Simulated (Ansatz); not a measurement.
Total density of states per atom from DFT-r²SCAN in the program Ansatz with PAW potentials, in 0.25 eV bins, energy from the Fermi level:

```csv
E (eV),states/eV/atom
-6.50,0.00
-6.25,0.03
-6.00,0.05
-5.75,0.07
-5.50,0.09
-5.25,0.10
-5.00,0.12
-4.75,0.13
-4.50,0.15
-4.25,0.17
-4.00,0.19
-3.75,0.22
-3.50,0.25
-3.25,0.30
-3.00,0.36
-2.75,0.50
-2.50,0.78
-2.25,0.88
-2.00,1.19
-1.75,1.39
-1.50,0.90
-1.25,0.73
-1.00,0.62
-0.75,1.21
-0.50,2.07
-0.25,2.41
0.00,2.10
0.25,2.32
0.50,1.57
0.75,1.20
1.00,0.89
1.25,0.33
1.50,0.40
1.75,0.56
2.00,0.99
2.25,1.39
2.50,1.82
2.75,2.24
3.00,2.54
3.25,3.97
3.50,2.36
3.75,1.42
4.00,1.20
4.25,0.84
4.50,0.59
4.75,0.51
```

Q: Which compound is it?
(A) Ti, bcc (W type)
(B) TiO2, P2_1/c (Ti on 4e, O on 4e, O on 4e)
(C) TiSi2, Fddd (Ti on 8b, Si on 16f)
(D) Be, bcc (W type)

A: A, Ti, bcc (W type). Within 0.5 eV of the Fermi level: Ti 3d 88 %, outside the projected shells 7 %. Projections are on Löwdin-orthogonalised atomic valence shells; empty p or d shells of many metals are not among them.

Space group Im-3m (bcc (W type)). This is a known high-temperature phase of the composition, computed here at zero pressure and temperature. The r²SCAN relaxation kept the symmetry of its start. At this level the phase is dynamically unstable (imaginary phonons). The run is not spin-polarised.

Potentials: the earlier of the program's two PAW sets.
